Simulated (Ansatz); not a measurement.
TaN:
```yaml
crystal:
  lattice:
    - [0.00000, 2.18736, 2.18736]
    - [2.18736, 0.00000, 2.18736]
    - [2.18736, 2.18736, 0.00000]
  atoms:
    - { symbol: Ta, position: [0.50000, 0.50000, 0.50000] }
    - { symbol: N, position: [0.00000, 0.00000, 0.00000] }
```

Relaxed with PBEsol. Special points in fractions of this cell's reciprocal vectors: Γ (0.000, 0.000, 0.000); X (0.500, 0.000, 0.500); U (0.625, 0.250, 0.625); K (0.375, 0.375, 0.750); L (0.500, 0.500, 0.500); W (0.500, 0.250, 0.750).

List the band energies nearest the Fermi level at these points for the program Ansatz at the PBEsol level (PAW).

In eV from the Fermi level; about four levels below and three above (degenerate sets whole), none deeper than 8.9 eV; … stands for higher levels left out; points with the same levels are listed once.

```json
[
 {"k": "Γ", "below": "-3.85 -3.85 -3.85 -2.15 -2.15 -2.15", "above": "0.05 0.05 …"},
 {"k": "X", "below": "-6.65 -5.59 -4.65 -4.65", "above": "2.17 3.68 3.68"},
 {"k": "U", "below": "-7.78 -6.84 -6.25 -2.28", "above": "2.55 2.65 4.75"},
 {"k": "L", "below": "-7.69 -7.69", "above": "1.98 1.98 2.07"},
 {"k": "W", "below": "-6.83 -6.83 -0.19 -0.19", "above": "3.70 4.23 4.63"}
]
```

Space group Fm-3m (rock salt). The PBEsol relaxation kept the symmetry of its start; of distortions, only those at the zone centre were tested. The run is not spin-polarised. Spin–orbit coupling is left out wherever it is not named.

Potentials: the earlier of the program's two PAW sets.
